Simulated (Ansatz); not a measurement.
The start is a randomly generated symmetric cell of Mo (space group No. 15). The cell and all atomic positions are relaxed at zero pressure with PBEsol (plane waves to 420 eV, PAW, scalar-relativistic; Ansatz, a program for electronic structure). First-step values are on the input's coarse k-mesh.

Ansatz input (later rounds restart from its end on a renewed k-mesh):
Ansatz 0.2 input:
```yaml
crystal:
  lattice:
    - [2.2564158, -2.5219886, 0]
    - [2.2564158, 2.5219886, 0]
    - [-0.751794, 0, 3.05155]
  atoms:
    - { symbol: Mo, position: [0.30410479, 0.69589521, 0.75] }
    - { symbol: Mo, position: [0.69589521, 0.30410479, 0.25] }
basis: { ecutwfc: 420, ecutrho_ratio: 4, xc_grid: 2, fft_grid_basis: typed }
kpoints: { mp_grid: { grid: [10, 10, 11] } }
hamiltonian:
  xc: pbesol
  dispersion: none
  pseudopotentials: { azcp: { folder: ./paw }, kind: paw }
scf: { occupations: { method: fermi_dirac, width: 0.05 } }
relax: { f_tol: 0.01, max_steps: 100, cell: { stress_tol: 0.02 } }
output: { forces: true, stress: true }
```

- Initial pressure: -5.3 GPa (negative: the cell is under tension)
- Outcome: The space group goes from C2/c (No. 15) to Im-3m (No. 229); the end is bcc (W type), with 1 atom in the primitive cell
- Volume change: -11.7 %, from 17.37 to 15.33 Å³/atom
- Shortest distances (start → end): The closest pairs of elements (up to four, under 3.6 Å), start → end: Mo–Mo 2.48 → 2.71 Å
- Band gap at the end: zero (metallic)
- Optimiser moves: 11

It ends as:

Space group Im-3m (No. 229); a = b = c = 3.1297 Å, α = β = γ = 90.00°

```tsv
atom	site	symmetry	x	y	z
Mo	2a	m-3m	0.0000	0.0000	0.0000
```
(The calculation used a cell of 1 atom; values per cell refer to that cell.)

Final values are on a 21×21×21 k-mesh of the relaxed cell. No spin polarisation in the result.

The run could not lose the symmetry of its start.
